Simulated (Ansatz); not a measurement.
NbCd₃ (Cu3Au type, space group No. 221) under volume change, the program Ansatz at the LDA level (PAW), scaled uniformly.

| V (Å³/atom) | E − E(relaxed) (meV/atom) | P (GPa) |
|---|---|---|
| 16.668 | 68.9 | 14.72 |
| 17.218 | 28.7 | 8.91 |
| 17.767 | 6.7 | 4.05 |
| 18.317 | 0.0 | -0.01 |
| 18.866 | 6.0 | -3.39 |
| 19.416 | 22.6 | -6.22 |
| 19.965 | 48.1 | -8.57 |

Question: What does a third-order Birch–Murnaghan fit give for V₀, B₀ and B′?

Answer: V₀ = 18.32 Å³/atom, B₀ = 123 GPa, B′ = 5.0.

Space group Pm-3m (Cu3Au type). The workflow started from an entry of the Crystallography Open Database (COD). Its standing as an ambient phase is unchecked. The LDA relaxation kept the symmetry of its start; of distortions, only those at the zone centre were tested. No spin polarisation was allowed.

Potentials: the later of the program's two PAW sets.
